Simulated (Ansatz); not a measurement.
# BN: do energies and stresses tell the same story?

These are results of DFT r2SCAN, scalar-relativistic, plane waves, PAW in Ansatz 0.2.0, not measurements.

Plane waves to 500 eV, a k mesh through Γ of 12×12×6 on the computed 4-atom cell and Gaussian smearing (0.02 eV); no spin polarisation.

Relaxed cell: P6_3mc, a = 2.544 Å, b = 2.544 Å, c = 4.208 Å, α = 90.00°, β = 90.00°, γ = 120.00°, 4 atoms in the primitive cell. This wurtzite form isn't the usual stable structure of the compound.

Energies at zero smearing and pressures from the stress tensor, at volumes with shape and atoms relaxed:
```tsv
V (Å³/atom)	E − E(first) (meV/atom)	P (GPa)
5.188	0.00	63.09
5.365	-58.76	43.82
5.542	-97.70	27.12
5.719	-119.44	12.61
5.896	-126.23	0.00
6.073	-120.04	-10.96
6.250	-102.56	-20.49
6.485	-64.19	-31.30
```

**Question.** Check P = −dE/dV between neighbouring volumes, and get the bulk modulus from the pressures alone.

**Answer.** With 1 eV/Å³ = 160.2 GPa:
```tsv
middle V (Å³/atom)	−ΔE/ΔV (GPa)	mean P (GPa)
5.277	53.225	53.457
5.454	35.271	35.470
5.630	19.692	19.863
5.807	6.157	6.306
5.984	-5.608	-5.479
6.161	-15.838	-15.727
6.367	-26.064	-25.895
```

The two differ by 0.23 GPa at most. The mean of two end pressures misses the average over a step by about ΔV² P″/12, up to 0.23 GPa here; with that taken off 0.01 GPa remains. Around V = 5.896 Å³/atom, the two neighbours give B = −V ΔP/ΔV = 5.896 × 23.57 / 0.354 = 392.8 GPa, against B0 = 391.3 GPa from the Birch–Murnaghan fit of the energies.